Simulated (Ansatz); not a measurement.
**Property card for Mg4Se**

Computed with DFT PBE, scalar-relativistic, plane waves, PAW in Ansatz.

Cutoff 420 eV; k points 10×10×10 on the computed 5-atom cell (Γ-centred); Gaussian smearing, width 0.10 eV; no spin polarisation.

The structure is relaxed at this level of theory with its symmetry kept, and needn't be the ground state of this composition.

Space group I4/mmm (No. 139), tetragonal, a = 5.374 Å, c = 8.872 Å. Mg on a site of symmetry 4mm is surrounded by 1 Se at 2.61 Å; Mg on a site of symmetry mmm has 2 Se at 2.69 Å; Se has 6 Mg at 2.61–2.69 Å.

```json
{
  "Volume per atom": "172.9 bohr³",
  "Formation energy from the elements' standard states (uncorrected)": "-0.109 eV/atom",
  "Kohn–Sham band gap": "none (metal)",
  "Density of states at the Fermi level": "1.3 states/eV per cell",
  "Bader charge by site (e)": "Mg (2 in the cell) 0.21, Mg (2 in the cell) 0.85, Se (1 in the cell) -2.13"
}
```

Another cell of Mg4Se relaxed alike, in P-3m1, lies 197 meV/atom lower, so this cell isn't the stable form at this level.

The cell was found from a structure generator's guess, not taken from experiment.
